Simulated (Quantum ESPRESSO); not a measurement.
## Ti4O6FN (convergence and cost over cutoff and k mesh)

Computed values, not a measurement. The program is pw.x of Quantum ESPRESSO 7.5 (plane-wave density functional theory). The cell is made up: 12 atoms on a rutile lattice, with randomly drawn elements, strain and displacements, not relaxed. PseudoDojo standard norm-conserving files (v0.5 for PBE, v0.4.1 for LDA and PBEsol) set the functional; there is no spin polarisation, spin-orbit coupling or dispersion term, and the masses in the input are unused placeholders.

Input of the run in row 4:

```
&control calculation='scf', pseudo_dir='./dojo.nc.sr.pbe.v0_5.standard.upf', outdir='./o', disk_io='medium', tprnfor=.true., tstress=.true. /
&system ibrav=0, nat=12, ntyp=4, nbnd=54, ecutwfc=84.00895049, nosym=.true., tot_charge=0,
 occupations='smearing', smearing='fd', degauss=0.0018374661
/
&electrons conv_thr=7.350e-09, electron_maxstep=60, /
ATOMIC_SPECIES
F 1.0 F.upf
N 1.0 N.upf
O 1.0 O.upf
Ti 1.0 Ti.upf
CELL_PARAMETERS angstrom
4.6178 0.0 0.0
0.0 4.6178 0.0
0.0 0.0 5.8989
ATOMIC_POSITIONS angstrom
Ti -0.1283 -0.0414 -0.0511
Ti 2.3049 2.2463 1.3847
Ti -0.011 0.0396 2.9353
Ti 2.232 2.282 4.4289
O 1.4385 1.4431 0.0115
O 3.1907 3.1643 0.0491
F 3.7272 0.908 1.6178
N 0.9528 3.7685 1.4394
O 1.4257 1.4008 2.9375
O 3.1892 3.1422 2.9919
O 3.7299 0.8993 4.417
O 0.9514 3.7019 4.4077
K_POINTS automatic
5 5 4 1 1 1
```

The same cell was run at these settings. Meshes are shifted by half a step, and differences are from the last row, which is itself not exact.

```
cutoff (eV)     k mesh  k points solved  threshold (eV)  free energy less the last row's (eV)  pressure (GPa)  largest stress difference (GPa)  largest force difference (eV/Å)  iterations  wall time (s)  k-point pools              processor
        800  2 x 2 x 2                4           1e-04                                 1.589           -4.51                            15.12                            0.086          16            115              1  AMD EPYC, Zen 5 class
       1143  1 x 1 x 1                1           1e-07                                 0.456           12.59                             5.69                            0.792          23             66              1  AMD EPYC, Zen 5 class
        784  5 x 5 x 4               50           1e-07                                 1.949           -7.02                            17.60                            0.114          23            776              1  AMD EPYC, Zen 5 class
       1143  5 x 5 x 4               50           1e-07                                 0.003           10.45                             0.04                            0.001          22           1700              1  AMD EPYC, Zen 5 class
       1437  7 x 7 x 6              147           1e-07                                 0.000           10.49                             0.00                            0.000          22            735              4  AMD EPYC, Zen 5 class
```

Each pool is one process. Wall times include start-up and a band step at six k points, which weighs most on the coarsest meshes. The runs were on shared virtual cores whose load varied, so times are rough.